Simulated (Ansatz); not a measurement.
AlPd:
```yaml
crystal:
  lattice:
    - [1.41348, -5.04346, 0.00000]
    - [1.41348, 5.04346, 0.00000]
    - [0.00000, 0.00000, 4.25743]
  atoms:
    - { symbol: Al, position: [0.65205, 0.34795, 0.25000] }
    - { symbol: Pd, position: [0.90892, 0.09108, 0.25000] }
    - { symbol: Al, position: [0.34795, 0.65205, 0.75000] }
    - { symbol: Pd, position: [0.09108, 0.90892, 0.75000] }
```

Relaxed with PBE.

### Question
Which orbitals make up the states near the Fermi level in the program Ansatz at the PBE level (PAW)?

### Answer
Within 0.5 eV of the Fermi level: Al 3p 55 %, Pd 4d 27 %, Al 3s 10 %, outside the projected shells 7 %. Projections are on Löwdin-orthogonalised atomic valence shells; empty p or d shells of many metals are not among them.

### Question
Tabulate the density of states.

### Answer
States/eV per cell of 4 atoms, in 0.25 eV bins, energy from the Fermi level.

```tsv
E (eV)	total	Pd 4d	Al 3p	Al 3s
-7.85	0.70	0.06	0.32	0.29
-7.60	0.83	0.10	0.37	0.33
-7.35	0.98	0.16	0.41	0.38
-7.10	1.26	0.29	0.45	0.47
-6.85	1.94	0.65	0.52	0.73
-6.60	1.55	0.59	0.45	0.48
-6.35	1.77	0.87	0.44	0.43
-6.10	2.31	1.43	0.42	0.43
-5.85	1.14	0.68	0.27	0.16
-5.60	0.98	0.55	0.31	0.09
-5.35	2.08	1.36	0.60	0.08
-5.10	4.27	2.98	1.09	0.12
-4.85	6.04	4.62	1.22	0.11
-4.60	6.27	5.37	0.70	0.13
-4.35	6.05	5.29	0.59	0.10
-4.10	6.63	5.78	0.58	0.17
-3.85	5.87	5.19	0.48	0.14
-3.60	5.13	4.52	0.46	0.09
-3.35	4.06	3.62	0.34	0.06
-3.10	5.40	4.97	0.34	0.06
-2.85	8.14	7.48	0.52	0.09
-2.60	6.24	5.64	0.43	0.10
-2.35	5.91	5.24	0.47	0.13
-2.10	3.27	2.58	0.52	0.11
-1.85	2.12	1.23	0.70	0.12
-1.60	1.59	0.77	0.65	0.10
-1.35	1.39	0.60	0.61	0.11
-1.10	1.41	0.55	0.66	0.12
-0.85	1.38	0.48	0.67	0.14
-0.60	1.39	0.45	0.69	0.15
-0.35	1.40	0.42	0.73	0.15
-0.10	1.43	0.36	0.81	0.14
0.15	1.73	0.50	0.97	0.14
0.40	1.33	0.32	0.75	0.14
0.65	1.05	0.23	0.58	0.14
0.90	1.39	0.32	0.61	0.30
1.15	1.25	0.25	0.55	0.29
1.40	1.08	0.20	0.48	0.26
1.65	1.04	0.17	0.45	0.27
1.90	1.05	0.15	0.46	0.28
2.15	1.52	0.22	0.66	0.41
2.40	1.59	0.21	0.74	0.38
2.65	1.72	0.21	0.84	0.39
2.90	1.37	0.15	0.67	0.31
3.15	1.19	0.11	0.59	0.24
3.40	1.12	0.10	0.55	0.21
3.65	1.31	0.10	0.63	0.25
3.90	1.32	0.09	0.63	0.26
4.15	1.52	0.11	0.69	0.31
4.40	2.02	0.14	0.84	0.38
4.65	1.83	0.11	0.74	0.30
```

Space group Cmcm. The start of the workflow was typed in or built on a structure type; neither database checked (COD, Materials Project) lists it. Whether it is the stable phase at ambient conditions was not checked. The cell was relaxed with PBE under the symmetry of its start; its stability against distortions is not shown here. The run is not spin-polarised. Spin–orbit coupling is left out wherever it is not named.

Potentials: the later of the program's two PAW sets.
